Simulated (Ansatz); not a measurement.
Space group Pm-3m (No. 221). a = 3.876 Å, b = 3.876 Å, c = 3.876 Å, α = 90.00°, β = 90.00°, γ = 90.00°
```
atom site symmetry x y z
  Na    1a m-3m  0.0000  0.0000  0.0000
   W    1b m-3m  0.5000  0.5000  0.5000
   O    3c    4/mm.m  0.5000  0.5000  0.0000
```

Equation of state of this NaWO3 structure (not necessarily the ground state), with shape and atoms relaxed at each volume where symmetry leaves them free. It has no gap at any of these volumes. All numbers below come from DFT r2SCAN, scalar-relativistic, plane waves, PAW in Ansatz 0.2.0.

Plane waves to 500 eV, a k mesh through Γ of 10×10×10 on the computed 5-atom cell and Gaussian smearing (0.10 eV); no spin polarisation.

```csv
V (Å³/atom),E − E(largest V) (meV/atom),P (GPa)
10.252,80.93,38.94
10.602,9.75,26.70
10.951,-36.82,16.31
11.301,-62.48,7.49
11.650,-70.39,-0.01
12.000,-63.21,-6.37
12.349,-43.24,-11.77
12.815,0.00,-17.72
```

**Question.** Fit a third-order Birch–Murnaghan equation to E(V).

**Answer.** V0 = 11.65 Å³/atom, B0 = 230 GPa, B0' = 4.4.

Spin-orbit coupling is left out, which matters for the bands of heavy elements. Spin polarisation was left out, and a magnetic state may lie lower.

Symmetry holds off the tilts and polar distortions that many cubic perovskites undergo.

Cost: 8 runs of about 2.1 core-minutes in all, on Arm Neoverse V1 (shared hosts).